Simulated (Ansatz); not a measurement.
Relaxed candidate structures of WS2:

A. P6₃/mmc (No. 194), hP6; a = 3.1700 Å, b = 3.1700 Å, c = 12.4918 Å, α = 90.00°, β = 90.00°, γ = 120.00°; S 4f (0.333, 0.667, 0.125); W 2d (0.667, 0.333, 0.250)

B. P-6m2 (No. 187), hP3; a = 3.168 Å, b = 3.168 Å, c = 6.833 Å, α = 90.00°, β = 90.00°, γ = 120.00°; S 2h (0.333, 0.667, 0.271); W 1b (0.000, 0.000, 0.500)

C. P-6m2 (No. 187), hP9; a = 3.169 Å, b = 3.169 Å, c = 19.320 Å, α = 90.00°, β = 90.00°, γ = 120.00°; W 1a (0.000, 0.000, 0.000); W 2h (0.333, 0.667, 0.323); S 2h (0.333, 0.667, 0.081); S 2g (0.000, 0.000, 0.242); S 2g (0.000, 0.000, 0.404)

Q: Order them by energy per atom (lowest first) at the level r2SCAN+rVV10 (plane waves to 500 eV, PAW, scalar-relativistic; Ansatz, an electronic-structure program).

A: A (reference), C (+8 meV/atom), B (+24 meV/atom)

Q: Give each candidate's band gap.

A: No candidate is metallic. A: 1.13 eV (no spin-orbit coupling); B: 1.49 eV (no spin-orbit coupling); C: 1.23 eV (no spin-orbit coupling).

Each run could gain symmetry but not lose that of its start, so entries can be saddle points. From databases, or of a type measured for this composition: P6₃/mmc, hP6; the others are generated cells (placed on structure types, drawn at random, substituted or restacked) that were not matched to a known phase here. Energies are at zero temperature and pressure, without zero-point motion. No spin polarisation in the result. Spin-orbit coupling is missing; with elements this heavy it can move band edges by tenths of an eV or more. Gaps of cells over 8 atoms come from the SCF mesh and high-symmetry points alone.
